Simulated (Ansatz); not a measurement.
**4 guesses for GeMo2 and where they end**

These are results of DFT PBE, scalar-relativistic, plane waves, PAW in Ansatz 0.2.0, not measurements. Settings: cutoff 420 eV, Γ-centred meshes spaced at most about 0.3 Å⁻¹, and about 0.25 Å⁻¹ or finer for metals (2π included), Gaussian smearing. Collinear spin in cells that started with moments and kept them past the coarse steps, no spin elsewhere.

Each guess was relaxed in cell and atoms at zero pressure, within the symmetry of its start. All energies are static (0 K, no zero-point motion). Coordination counts Ge atoms around Mo (those within 1.25 times the shortest such distance or 1.15 times the sum of covalent radii; the shortest distance is added where it is long for a bond; a slash parts the counts of unlike sites).

| guess | made from | start group | V start (Å³/atom) | end group | V end (Å³/atom) | coordination at the end | gap on mesh (eV) | largest moment (μB) | E over the lowest end (meV/atom) |
| --- | --- | --- | --- | --- | --- | --- | --- | --- | --- |
| 1 | random cell | P4/mmm | 18.9 | P4/mmm | 21.0 | Mo 2/8 from 3.5 Å | 0 | 0.0 | 1070 |
| 2 | random cell | Fm-3m | 18.2 | ? | ? | ? | ? | ? | ? |
| 3 | Zr2Fe type | I4/mcm | 23.3 | I4/mcm | 15.5 | Mo 4 | 0 | - | 0 |
| 4 | GdB2 type | P6/mmm | 16.1 | P6/mmm | 16.1 | Mo 6 | 0 | - | 482 |

Guess 2 as it starts:

Space group Fm-3m (No. 225). a = 6.021 Å, b = 6.021 Å, c = 6.021 Å, α = 90.00°, β = 90.00°, γ = 90.00°
```tsv
atom	site	symmetry	x	y	z
Ge	4b	m-3m	0.5000	0.0000	0.0000
Mo	8c	-43m	0.2500	0.7500	0.7500
```

Problem. Fill in the missing row: what does this guess relax into, and where does it rank?

Solution. It ends in the fluorite type, space group Fm-3m (No. 225), with a = 5.948 Å, 17.5 Å³/atom and no gap; its coordination is Mo 4, with moments up to 0.2 μB. It lies 0.57 eV/atom over the lowest end, above guess 4 and below guess 1. Counting Ge atoms around Mo, this end and the lowest (guess 3) both have Mo 4. The lowest (guess 3) holds Ge–Ge chains (shortest 2.54 Å); in this end the shortest Ge–Ge distance is 4.21 Å.

```
Ge Mo
1.0
     0.00000    2.97407    2.97407
     2.97407    0.00000    2.97407
     2.97407    2.97407    0.00000
Ge Mo
1 2
Cartesian
  2.9741 2.9741 2.9741
  1.4870 1.4870 1.4870
  4.4611 4.4611 4.4611
```

Formation energies are uncorrected and refer to the elements' standard structures at the same level.

Problem. Is the lowest end bound against the elements?

Solution. No: its formation energy is +0.04 eV/atom. A positive value: parting into the elements would lower its energy.

Another magnetic order may lie lower. Cells relaxed within their symmetry can be saddle points. A lower structure may well exist outside this small set. Some types were kept out of the candidates beforehand, so the set may lack a known form.
